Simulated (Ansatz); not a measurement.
## How much do the gradients of CsBa2Zn2F9 depend on the method?

Cell: a computed structure from the Materials Project (it need not be an observed phase).

```
Cs Ba Zn F
1.0
     3.00167    1.73302    7.16795
    -3.00167    1.73302    7.16795
     0.00000   -3.46603    7.16795
Cs Ba Zn F
1 2 2 9
Direct
  0.78535 0.78535 0.78535
  0.00074 0.00074 0.00074
  0.20765 0.20765 0.20765
  0.60930 0.60930 0.60930
  0.39577 0.39577 0.39577
  0.73466 0.22769 0.73466
  0.73466 0.73466 0.22769
  0.22769 0.73466 0.73466
  0.26545 0.78198 0.26545
  0.26545 0.26545 0.78198
  0.78198 0.26545 0.26545
  0.48979 0.48979 0.01174
  0.01174 0.48979 0.48979
  0.48979 0.01174 0.48979
```

Atoms are numbered from 1 in the order listed; like atoms form one site, named after its first atom.

First run. All values are calculated (Ansatz; DFT, PBE, plane waves and PAW, scalar-relativistic, 420 eV cutoff, Γ-centred 5×5×5 k-points, Fermi–Dirac smearing 0.02 eV), not measured.

```csv
site,atom,V_zz (10²¹ V/m²),η
Cs,1,2.25,0.00
Ba2,2,-10.26,0.00
Ba3,3,-3.89,0.00
Zn4,4,3.59,0.00
Zn5,5,2.24,0.00
F6,6,4.71,0.50
F9,9,7.05,0.23
F12,12,7.20,0.15
```

Second run. The same atoms and settings, except that spin–orbit coupling is included (fully relativistic PAW files).

Task: What does the second run give?

Result: 

| site | atom | V_zz | η | change of V_zz |
| --- | --- | --- | --- | --- |
| Cs | 1 | 2.26 | 0.00 | +0.01 |
| Ba2 | 2 | -10.29 | 0.00 | -0.03 |
| Ba3 | 3 | -3.90 | 0.00 | -0.01 |
| Zn4 | 4 | 3.58 | 0.00 | -0.01 |
| Zn5 | 5 | 2.24 | 0.00 | 0.00 |
| F6 | 6 | 4.71 | 0.50 | 0.00 |
| F9 | 9 | 7.05 | 0.23 | 0.00 |
| F12 | 12 | 7.21 | 0.14 | +0.01 |

The largest change of V_zz is on Ba2, from -10.26 to -10.29.
